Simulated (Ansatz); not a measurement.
ZnS, 4H polytype, relaxed with r2SCAN: 3 runs in Ansatz, each a construction of maximally localised Wannier functions. The symmetry is P6_3mc (No. 186, hexagonal); a = 3.808 Å, c = 12.466 Å in the conventional setting, 19.56 Å³ an atom. Zn is surrounded by 4 S at 2.33 Å; Zn is surrounded by 4 S at 2.33–2.34 Å; S is surrounded by 4 Zn at 2.33 Å; S is surrounded by 4 Zn at 2.33–2.34 Å. (Simulation; spin polarisation is off.)

```
CELL_PARAMETERS angstrom
3.80761 0.00000 0.00000
-1.90381 3.29749 0.00000
0.00000 0.00000 12.46582
ATOMIC_POSITIONS crystal
Zn 0.00000 0.00000 0.00011
Zn 0.33333 0.66667 0.25007
Zn 0.00000 0.00000 0.50011
Zn 0.66667 0.33333 0.75007
S 0.00000 0.00000 0.18724
S 0.33333 0.66667 0.43759
S 0.00000 0.00000 0.68724
S 0.66667 0.33333 0.93759
```

Windows count from the top of the filled bands; a dash means that no such window was set (without an outer window there is no disentanglement). Rows marked drawn have settings drawn at random (some not listed).

```csv
functional,SCF mesh,trial orbitals,functions,mesh,window (eV),frozen (eV),settings,Ω total (Å²),Ω invariant (Å²),largest spread (Å²),least projectability,"interpolation miss of the model's filled bands (eV, to the nearest computed level)"
PBE,6×6×2,"S s, S p",16,12×12×2,–,–,chosen,40.69,39.39,2.57,0.67,0.079
PBE,6×6×2,"Zn d, S p",32,6×6×2,–,–,chosen,31.85,30.63,2.06,0.81,0.043
PBE,6×6×2,S p,12,6×6×2,-19.1 to +4.5,–,drawn,14.59,13.54,1.22,0.02,0.960
```
